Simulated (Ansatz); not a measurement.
Relaxed GaN (wurtzite):

```
GaN
1.0
    3.18312     0.00000     0.00000
   -1.59156     2.75667     0.00000
    0.00000     0.00000     5.18363
Ga N
2 2
Direct
  0.66667   0.33333   0.00099
  0.33333   0.66667   0.50099
  0.66667   0.33333   0.62421
  0.33333   0.66667   0.12421
```

In each cell atom 3 (N, nearest neighbour Ga at 1.946 Å; its periodic images, 3.2 Å or more away, move with it) moves by s·(0.707, 0.707, 0.000) (along Cartesian [110]), the rest being held.

The numbers are results of r2SCAN (plane waves to 500 eV, PAW, scalar-relativistic; Ansatz, a first-principles code), not measurements. k mesh 10×10×5 (Γ-centred), Fermi-Dirac smearing 0.05 eV. Stress and pressure are positive under compression. F⊥ is the part of the force across the line. GaN was relaxed with its symmetry unable to fall. 

```csv
s (Å),|F⊥| (eV/Å),P (GPa)
-0.190,0.808,1.75
-0.152,0.521,1.15
-0.114,0.295,0.66
-0.076,0.132,0.30
-0.038,(withheld),0.08
0.000,0.000,0.00
0.038,(withheld),0.08
0.076,0.140,0.34
0.114,0.321,0.80
0.152,0.583,1.48
0.190,0.933,(withheld)
```

Some entries are withheld; supply them.


- -0.038, |F⊥| (eV/Å): 0.034
- 0.038, |F⊥| (eV/Å): 0.034
- 0.190, P (GPa): 2.39

(A displaced cell: forces are minus the slopes of the energy, force constants its curvatures, and phonons follow from these.)
